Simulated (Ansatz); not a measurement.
Mg3SnO built on the antiperovskite prototype was relaxed with 4 functionals in the plane-wave code Ansatz, cell and atoms free, the symmetry of the start kept (meshes: PBE 6×6×6, r2SCAN 6×6×6, PBEsol 6×6×6, LDA 6×6×6). No spin polarisation. The prototype was imposed, so other structures may be more stable.

The PBE result:
```xyz
5
Lattice="4.3888 0.0000 0.0000 0.0000 4.3888 0.0000 0.0000 0.0000 4.3888" Properties=species:S:1:pos:R:3 pbc="T T T"
Sn    0.0000    0.0000    0.0000
O     2.1944    2.1944    2.1944
Mg    2.1944    2.1944    0.0000
Mg    2.1944    0.0000    2.1944
Mg    0.0000    2.1944    2.1944
```

The symmetry is Pm-3m (No. 221, cubic); a = 4.389 Å in the conventional setting, 16.91 Å³ an atom. Sn has 12 Mg at 3.10 Å; O has 6 Mg at 2.19 Å; Mg has 2 O at 2.19 Å and 4 Sn at 3.10 Å.

Task: How does the cell change with LDA?

Result: a = 4.289 Å; the volume differs by -6.7 % from PBE's. Sn is surrounded by 12 Mg at 3.03 Å; O is surrounded by 6 Mg at 2.14 Å; Mg is surrounded by 2 O at 2.14 Å and 4 Sn at 3.03 Å.

Task: What lattice does PBEsol give?

Result: a = 4.347 Å; the volume differs by -2.8 % from PBE's. Sn has 12 Mg at 3.07 Å; O has 6 Mg at 2.17 Å; Mg has 2 O at 2.17 Å and 4 Sn at 3.07 Å.

Task: Held at the r2SCAN cell, what mean stress do LDA and PBE find, and does its sign point to their own minimum?

Result: Yes. LDA -2.94 GPa, and its relaxed volume is -3.8 % from r2SCAN's; PBE +2.30 GPa, and its relaxed volume is +3.0 % from r2SCAN's. Compression counts positive, so a positive stress asks for a larger cell.

The cell is metallic with PBE, PBEsol, LDA, and these meshes limit the relaxed cells of a metal.
